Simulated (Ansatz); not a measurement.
**Property card for Sb$_{6}$Au**

These are results of DFT PBE, scalar-relativistic, plane waves, PAW (Ansatz 0.2.0), not measurements.

Plane waves to 420 eV, a k mesh through Γ of 6×6×6 on the computed 7-atom cell and Gaussian smearing (0.10 eV); no spin polarisation.

The structure is relaxed at this level of theory with its symmetry kept, and needn't be the ground state of this composition.

```cif
data_structure
_symmetry_space_group_name_H-M 'Fm-3m'
_symmetry_Int_Tables_number 225
_cell_length_a 10.0941
_cell_length_b 10.0941
_cell_length_c 10.0941
_cell_angle_alpha 90.000
_cell_angle_beta 90.000
_cell_angle_gamma 90.000
_cell_volume 1028.50
loop_
_atom_site_label
_atom_site_type_symbol
_atom_site_symmetry_multiplicity
_atom_site_Wyckoff_symbol
_atom_site_fract_x
_atom_site_fract_y
_atom_site_fract_z
_atom_site_occupancy
Sb1 Sb 24 e 0.27962 0.00000 0.00000 1
Au1 Au 4 a 0.00000 0.00000 0.00000 1
```

```json
{"Space group": "Fm-3m (No. 225)", "Volume per atom": "36.73 Å³", "Formation energy from the elements' standard states (uncorrected)": "+0.401 eV/atom", "Kohn–Sham band gap": "none (metal)", "Density of states at the Fermi level": "5.2 states/eV per cell", "Orbital (Löwdin) character within 0.5 eV of the Fermi level": "Sb 5p 85 %, Sb 5s 8 %", "Bader charge by site (e)": "Sb (6 in the cell) 0.11, Au (1 in the cell) -0.66"}
```

Spin-orbit coupling is left out, which matters for the bands of heavy elements. Spin polarisation was left out, and a magnetic state may lie lower.

The cell was found from a structure generator's guess, not taken from experiment. Löwdin shares on free-atom orbitals overweight diffuse shells.
